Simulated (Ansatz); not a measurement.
# Stress against strain in Zr

```
CELL_PARAMETERS angstrom
3.23200 0.00000 0.00000
-1.61600 2.79899 0.00000
0.00000 0.00000 5.14700
ATOMIC_POSITIONS crystal
Zr 0.33333 0.66667 0.25000
Zr 0.66667 0.33333 0.75000
```

Atoms are numbered in the order listed.

The geometry is COD entry 9008523, unchecked; take it as a test cell.

These are results of DFT, LDA, all-electron LAPW, scalar-relativistic (Ansatz 0.2.0), not measurements.

The runs use a Γ-centred 13×13×7 k mesh, Fermi–Dirac smearing of 0.03 eV, basis error target 0.25 meV/atom, no spin polarisation.

The strain is applied along the Cartesian axes of the cell as listed (the other components stay zero). Fractional coordinates are held (clamped ions).

σ is the change of stress from the unstrained cell, which is at -6.09 GPa; tension is positive, so slopes are stress–strain coefficients at that pressure. In a metal the k mesh adds noise.

Only quantities that a quadratic follows smoothly over the whole series are listed; rougher ones are left out.

| εxx = εyy | σzz (GPa) | σxx (GPa) |
| --- | --- | --- |
| -0.0200 | -2.66 | -3.98 |
| 0.0000 | 0.00 | 0.00 |
| 0.0100 | 1.17 | 1.76 |
| 0.0200 | 2.26 | 3.37 |

Fit the series and read off the stiffness at zero strain.

Least-squares fits y = p0 + p1 x + p2 x² to the rows give σzz (GPa): p1 = 123, p2 = -490; σxx (GPa): p1 = 184, p2 = -760. So C13 + C23 = 123 GPa and C11 + C12 = 184 GPa, for these axes.

One run, at εxx = εyy = -0.0100, is withheld. Predict its row.

The fits give -1.28, -1.91; the run gave -1.27, -1.92.
